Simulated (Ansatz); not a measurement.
**How much do the gradients of As depend on the method?**

Cell: an entry of the Crystallography Open Database (COD), ions relaxed with PBE at fixed cell.

```xyz
2
Lattice="1.8797 1.0853 3.4858 -1.8797 1.0853 3.4858 0.0000 -2.1705 3.4858" Properties=species:S:1:pos:R:3 pbc="T T T"
As    0.0000    0.0000    2.3927
As    0.0000    0.0000    8.0647
```

Atoms are numbered from 1 in the order listed; like atoms form one site, named after its first atom.

First run. Computed with Ansatz: DFT, PBE, plane waves and PAW, scalar-relativistic, 420 eV cutoff, Γ-centred 11×11×11 k-points, Fermi–Dirac smearing 0.05 eV.

```
site  atom  V_zz (10²¹ V/m²)     η
  As     1             -4.49  0.00
```

Second run. The same atoms and settings, except that the functional is r2SCAN and the cutoff is 500 eV.

**Question.** What does the second run give?

**Answer.** 

```tsv
site	atom	V_zz	η	change of V_zz
As	1	-5.57	0.00	-1.08
```

The largest change of V_zz is on As, from -4.49 to -5.57.

The run finds no gap above 0.1 eV (a metal, or nearly one), so the gradients can move by 10 % or more with the k-mesh. Semilocal functionals make gaps too small and can close them, so the real compound need not be a metal.
For the second run: The largest force is 0.3 eV/Å, so the atoms aren't at the calculated equilibrium and relaxing them would move these values.
